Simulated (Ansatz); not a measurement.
Here is the system:

LiC₆:
```
LiC6
1.0
    4.30637     0.00000     0.00000
   -2.15318     3.72942     0.00000
    0.00000     0.00000     3.67515
Li C
1 6
Cartesian
  0.00000   0.00000   0.00000
 -0.71826   1.24407   1.83757
 -1.43492   2.48535   1.83757
  2.86984   0.00000   1.83757
  1.43653   0.00000   1.83757
  1.43492   2.48535   1.83757
  0.71826   1.24407   1.83757
```

This is the r²SCAN-relaxed structure.

Q: All from DFT-r²SCAN in the program Ansatz with PAW potentials, unless another level is named. Estimate the bulk modulus (Birch–Murnaghan fit).

A: 67.9 GPa.

Q: And the highest zone-centre frequency?

A: 1423 cm⁻¹.

Space group P6/mmm. The first step of the workflow began from a Materials Project structure, measured or hypothetical; the Crystallography Open Database copy checked does not list it. Its standing as an ambient phase is unchecked. The r²SCAN relaxation kept the symmetry of its start; of distortions, only those at the zone centre were tested. As this level gives no gap, phonon frequencies hold no LO–TO term and depend on the k-mesh and smearing (Fermi–Dirac, 0.1 eV here).

Potentials: the later of the program's two PAW sets.
